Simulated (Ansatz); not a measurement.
GeS:
```yaml
crystal:
  lattice:
    - [10.66100, 0.00000, 0.00000]
    - [0.00000, 3.68066, 0.00000]
    - [0.00000, 0.00000, 4.35617]
  atoms:
    - { symbol: Ge, position: [0.87549, 0.25000, 0.36507] }
    - { symbol: Ge, position: [0.12451, 0.75000, 0.63493] }
    - { symbol: Ge, position: [0.62451, 0.75000, 0.86507] }
    - { symbol: Ge, position: [0.37549, 0.25000, 0.13493] }
    - { symbol: S, position: [0.65070, 0.25000, 0.49517] }
    - { symbol: S, position: [0.34930, 0.75000, 0.50483] }
    - { symbol: S, position: [0.84930, 0.75000, 0.99517] }
    - { symbol: S, position: [0.15070, 0.25000, 0.00483] }
```

Relaxed with PBE+D3(BJ). Special points in fractions of this cell's reciprocal vectors: Γ (0.000, 0.000, 0.000); X (0.500, 0.000, 0.000); S (0.500, 0.500, 0.000); Y (0.000, 0.500, 0.000); Z (0.000, 0.000, 0.500); U (0.500, 0.000, 0.500); R (0.500, 0.500, 0.500); T (0.000, 0.500, 0.500).

### Question
List the band energies nearest the valence-band maximum at these points for PBE+D3(BJ) in the plane-wave PAW code Ansatz.

### Answer
In eV from the valence-band maximum; about four levels below and three above (degenerate sets whole), none deeper than 8.9 eV; points with the same levels are listed once.

```
k                    below                above
-  -----------------------  -------------------
Γ  -1.58 -0.84 -0.74 -0.04       1.22 2.70 2.82
X  -1.79 -1.79 -0.34 -0.34  2.50 2.50 2.65 2.65
S  -1.38 -1.38 -1.38 -1.38  1.83 1.83 1.83 1.83
Y  -1.37 -1.37 -1.03 -1.03  1.56 1.56 1.62 1.62
Z  -0.86 -0.86 -0.23 -0.23  1.74 1.74 2.54 2.54
U  -0.66 -0.66 -0.26 -0.26  1.74 1.74 2.43 2.43
R  -1.37 -1.37 -1.37 -1.37  2.95 2.95 2.95 2.95
T  -2.05 -2.05 -1.24 -1.24  3.15 3.15 3.38 3.38
```

Space group Pnma. The PBE+D3(BJ) relaxation kept the symmetry of its start. Spin–orbit coupling is left out wherever it is not named.

Potentials: the later of the program's two PAW sets.
